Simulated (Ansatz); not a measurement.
Mg3PN in the antiperovskite structure at its r2SCAN geometry, run in Ansatz 0.2.0 at 3 levels of theory. The cell comes from a prototype generator: it can be a known phase or a hypothetical one. Spin polarisation is off.

The r2SCAN input:
```yaml
crystal:
  lattice:
    - [4.1515493141, 0.0, 0.0]
    - [0.0, 4.1515493141, 0.0]
    - [0.0, 0.0, 4.1515493141]
  atoms:
    - { symbol: P, position: [0.0, 0.0, 0.0] }
    - { symbol: "N", position: [0.5, 0.5, 0.5] }
    - { symbol: Mg, position: [0.5, 0.5, 0.0] }
    - { symbol: Mg, position: [0.5, 0.0, 0.5] }
    - { symbol: Mg, position: [0.0, 0.5, 0.5] }
kpoints:
  mp_grid: { grid: [6, 6, 6] }
  band_path:
    path: [[0.0, 0.0, 0.0], [0.0, 0.5, 0.0], [0.5, 0.5, 0.0], [0.5, 0.5, 0.5]]
    npoints: 1
hamiltonian:
  xc: r2scan
scf:
  occupations: { method: fixed }
  n_extra_bands: 5
output:
  forces: true
  stress: true
  eigenvalues: true
  write_density: true
  write_potential: true
  elf: true
  volumetric_format: npy
```

Main results, then, where recorded, the levels near the gap in eV from the Fermi energy (columns number the bands from 0), one row a point of the path (Γ, X, M, R):
```
Crystal: 5 atoms, lattice volume = 71.553 Å³
Symmetry: 48 space group operations
Space group: Pm-3m (ITA 221)
```
```
Basis set: ecut = 500 eV, 1839 PW (Γ)
Bands: 25, of which v1, the nominal top of the filled ones, is band 20 counted from 1 (19 counted from 0)
k-points: 20 of 216
Free energy (F): -6927.586519 eV
Fermi energy:    7.959847 eV
--- Stress (GPa, compression-positive) ---
        0.022318       0.000000       0.000000
        0.000000       0.022318       0.000000
        0.000000       0.000000       0.022318
  P = ⅓ Tr σ = 0.0223 GPa (0.223 kbar)
```
```tsv
band_17	band_18	band_19	band_20	band_21	band_22
0.000	0.000	0.000	2.198	2.198	2.717
-2.913	-1.024	-1.024	3.171	4.685	6.528
-0.917	-0.917	-0.503	2.332	3.154	4.656
-3.326	-3.326	-3.326	4.896	4.896	4.896
```

r2SCAN gives a direct gap of 2.20 eV at Γ.

Task: Another run on the same cell gave
```
Basis set: ecut = 420 eV, 1365 PW (Γ)
Bands: 25, of which v1, the nominal top of the filled ones, is band 20 counted from 1 (19 counted from 0)
k-points: 10 of 64
hybrid outer 1: dexx = +8.456e-3 eV, tail = 7.88e-5 eV
hybrid outer 2: dexx = +3.211e-7 eV, tail = 3.22e-8 eV, Δε = 2.20e-3 eV
Free energy (F): -6916.138960 eV
Fermi energy:    7.603183 eV
--- Stress (GPa, compression-positive) ---
       -0.216089       0.000000       0.000000
        0.000000      -0.216089       0.000000
        0.000000       0.000000      -0.216089
  P = ⅓ Tr σ = -0.2161 GPa (-2.161 kbar)
```
```tsv
band_17	band_18	band_19	band_20	band_21	band_22
0.000	0.000	0.000	2.509	2.509	2.930
-3.308	-1.006	-1.006	3.565	5.063	7.034
-1.028	-1.028	-0.439	2.627	3.474	5.070
-3.490	-3.490	-3.490	5.349	5.349	5.349
```
Which level of theory and mesh gave it?

Result: It is HSE06, judged by the exchange loop and the size of the gap (a near hybrid could fit too), on 4×4×4; the blocks that differ from the first input, but for the band path:
```yaml
kpoints:
  mp_grid: { grid: [4, 4, 4] }
hamiltonian:
  xc: hse06
```
HSE06 gives a direct gap of 2.51 eV at Γ. The mean stress, -0.2 GPa, is small, and the program warns that its thresholds are loose for a hybrid's stress.

DDH-PBE0. Against the first input these blocks differ (the band path and keys that only write files left aside):
```yaml
crystal:
  host: atoms
kpoints:
  mp_grid: { grid: [4, 4, 4] }
hamiltonian:
  xc:
    exchange: pbe
    correlation: pbe
    exx: { coeff: inverse_dielectric }
```

```
ε∞ on k-mesh 4×4×4 of a primitive cell: xx 9.0686, yy 9.0686, zz 9.0686; 3/Tr ε∞, of that cell with its empty space = 0.11027053280617627
ε∞ on k-mesh 8×8×8 of a primitive cell: xx 8.9848, yy 8.9848, zz 8.9848; 3/Tr ε∞, of that cell with its empty space = 0.11129926117579825; k-mesh period / interband length 10.28, judged at a direct gap of 1.766 eV
ε∞ on k-mesh 12×12×12 of a primitive cell: xx 9.0664, yy 9.0664, zz 9.0664; 3/Tr ε∞, of that cell with its empty space = 0.1102977026274734; k-mesh period / interband length 13.02, judged at a direct gap of 1.766 eV
ε∞ on k-mesh 16×16×16 of a primitive cell: xx 9.0784, yy 9.0784, zz 9.0784; 3/Tr ε∞, of that cell with its empty space = 0.1101514685797315; k-mesh period / interband length 16.17, judged at a direct gap of 1.766 eV
Basis set: ecut = 420 eV, 1365 PW (Γ)
Bands: 25, of which v1, the nominal top of the filled ones, is band 20 counted from 1 (19 counted from 0)
k-points: 10 of 64
Exchange kernel: α = 0.1102, full range, Wigner–Seitz truncation, v(0) = 9451.1196 eV·Å³, q-mesh 4×4×4
hybrid outer 1: dexx = +1.170e-3 eV, tail = 5.49e-6 eV
hybrid outer 2: dexx = +4.814e-8 eV, tail = 1.98e-8 eV, Δε = 9.26e-4 eV
Free energy (F): -6915.603277 eV
Fermi energy:    7.739502 eV
--- Stress (GPa, compression-positive) ---
        1.102941       0.000000       0.000000
        0.000000       1.102941       0.000000
        0.000000       0.000000       1.102941
  P = ⅓ Tr σ = 1.1029 GPa (11.029 kbar)
```
```tsv
band_17	band_18	band_19	band_20	band_21	band_22
0.000	0.000	0.000	2.380	2.380	2.692
-3.074	-0.998	-0.998	3.424	4.821	6.724
-0.955	-0.955	-0.441	2.458	3.300	4.872
-3.376	-3.376	-3.376	5.114	5.114	5.114
```

With DDH-PBE0 the gap is 2.38 eV and direct, at Γ. At this geometry DDH-PBE0 finds +1.1 GPa, compression counted positive: its own equilibrium volume is larger. (The program warns that its thresholds are loose for a hybrid's stress.)

Small level splittings and stresses of the hybrids carry the error of their coarser meshes.

Totals of different functionals can't be compared.

The meshes of the hybrids are coarse, so their gaps aren't converged to the digits shown.
